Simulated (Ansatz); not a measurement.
GaP:
```yaml
crystal:
  lattice:
    - [0.00000, 2.55943, 2.55943]
    - [2.55943, 0.00000, 2.55943]
    - [2.55943, 2.55943, 0.00000]
  atoms:
    - { symbol: Ga, position: [0.00000, 0.00000, 0.00000] }
    - { symbol: P, position: [0.50000, 0.50000, 0.50000] }
```

Relaxed with r²SCAN.

**Question.** Map the electron localisation function on the plane through (0.000, 0.000, 0.000) spanned by u = [1, 0, 0] and v = [0, 1, -1] in lattice vectors, from r²SCAN (plane waves, PAW; program Ansatz).

**Answer.** x is the fraction of u, y of v (the angle between them is 90°; rows are the nearest grid lines); atoms in the plane: Ga at (0.00, 0.00), P at (0.50, 0.50).
```
|9012333222223332109|
|1012333322233332101|
|1112334444444332111|
|2223346666666433222|
|3333567777777653333|
|3334688888888864333|
|3346788876788876433|
|2346788631368876432|
|2246787300037876422|
|2246786200026876422|
|2246787300037876422|
|2346788631368876432|
|3346788876788876433|
|3334688888888864333|
|3333567777777653333|
|2223346666666433222|
|1112334444444332111|
|1012333322233332101|
|9012333222223332109|
```
Scale: ten equal steps from -0.094 (start of '0') to 0.997 (end of '9'), in the order '0123456789'; x runs from 0.000 to 1.00, y from 0.000 (bottom) to 1.00 (top).

The density is the valence pseudo-density with augmentation charge, so density and ELF within about 1 Å of a nucleus are not all-electron values.

Space group Fm-3m (rock salt). The start of the workflow was typed in or built on a structure type; neither database checked (COD, Materials Project) lists it. It is not the phase usual at ambient conditions (space group No. 216). The r²SCAN relaxation kept the symmetry of its start; its stability against distortions is not shown here. Scalar-relativistic: spin–orbit coupling is off unless named, which matters more the heavier the elements.

Potentials: the earlier of the program's two PAW sets.
